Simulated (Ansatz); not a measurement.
Relaxed-ion elastic tensor of TaC (rock salt, Fm-3m) in GPa (Voigt order), plane-wave PAW LDA (Ansatz code); density 14.90 g/cm³, 10.75 Å³ per atom.

```
     1    2    3    4    5    6
-  ---  ---  ---  ---  ---  ---
1  816  131  131  0.0  0.0  0.0
2  131  816  131  0.0  0.0  0.0
3  131  131  816  0.0  0.0  0.0
4  0.0  0.0  0.0  189  0.0  0.0
5  0.0  0.0  0.0  0.0  189  0.0
6  0.0  0.0  0.0  0.0  0.0  189
```

Question: Is the crystal mechanically stable?

Answer: Yes: the smallest eigenvalue of C is 189 GPa.

Question: Work out the Voigt, Reuss and Hill averages.

Answer: K_V = 359, K_R = 359, K_H = 359; G_V = 251, G_R = 231, G_H = 241 GPa.

Question: Give Young's modulus, Poisson's ratio, Pugh's ratio and the universal anisotropy index.

Answer: E = 9KG/(3K + G) = 590 GPa; ν = 0.23; K/G = 1.49 (brittle by the Pugh limit of 1.75); A_U = 5G_V/G_R + K_V/K_R − 6 = 0.43.

Question: Estimate the sound speeds and the Debye temperature.

Answer: v_l = √((K + 4G/3)/ρ) = 6760 m/s, v_t = √(G/ρ) = 4020 m/s, mean 4450 m/s; Θ = (h/k)(3n/4πV)^(1/3) v_m = 600 K.

Question: Give the Zener ratio and Young's modulus along [100], [110] and [111].

Answer: A = 2C44/(C11 − C12) = 0.55; 1/E = S11 − 2(S11 − S12 − S44/2)Γ with Γ = 0, 1/4, 1/3 gives 779, 534, 484 GPa.

Question: Solve the Christoffel equation for the three sound speeds along [100], [110], [111].

Answer: Eigenvalues of C_ijkl n_j n_l equal ρv². In km/s, slowest first: [100] 3.57, 3.57, 7.40; [110] 3.57, 4.79, 6.67; [111] 4.42, 4.42, 6.41.

The cell was relaxed with LDA under the symmetry of its start. No spin polarisation was allowed. As this level gives no gap, shear constants depend on the k-mesh and smearing (Fermi–Dirac, 0.1 eV here). Scalar-relativistic: spin–orbit coupling is off unless named, which matters more the heavier the elements.

Potentials: the earlier of the program's two PAW sets. The files were generated under PBE; for other functionals the program regenerates the frozen cores, and for LDA and PBEsol the local potential too.
